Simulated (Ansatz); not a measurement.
Nb₂SiB₂:
```yaml
crystal:
  lattice:
    - [1.56981, -5.48775, 0.00000]
    - [1.56981, 5.48775, 0.00000]
    - [0.00000, 0.00000, 3.31810]
  atoms:
    - { symbol: Si, position: [0.00000, 0.00000, 0.00000] }
    - { symbol: Nb, position: [0.36578, 0.63422, 0.50000] }
    - { symbol: Nb, position: [0.63422, 0.36578, 0.50000] }
    - { symbol: B, position: [0.20934, 0.79066, 0.00000] }
    - { symbol: B, position: [0.79066, 0.20934, 0.00000] }
```

Relaxed with PBEsol.

Q: Decompose the optical modes at the zone centre into irreducible representations, and say which are infrared and Raman allowed.

A: Point group mmm: Γ_opt = 2Ag + 2B1g + 2B1u + 2B2u + 2B3g + 2B3u. Infrared: B1u, B2u, B3u. Raman: Ag, B1g, B3g.

Q: Assign frequencies (DFPT, the program Ansatz at the PBEsol level (PAW)).

A: B1g 163, B3g 205, Ag 255, B3u 280, B1u 289, B2u 312, B2u 434, B3u 448, B1u 536, B3g 543, Ag 553, B1g 740 cm⁻¹.

Subscripts of B labels follow the axes of the standard setting.

Space group Cmmm. The start of the workflow was typed in or built on a structure type; neither database checked (COD, Materials Project) lists it. Its standing as an ambient phase is unchecked. The cell was relaxed with PBEsol under the symmetry of its start; whether a distortion lowers the energy is not shown. The run is not spin-polarised. As this level gives no gap, phonon frequencies hold no LO–TO term and depend on the k-mesh and smearing (Fermi–Dirac, 0.1 eV here).

Potentials: the earlier of the program's two PAW sets. The files were generated under PBE; for other functionals the program regenerates the frozen cores, and for LDA and PBEsol the local potential too.
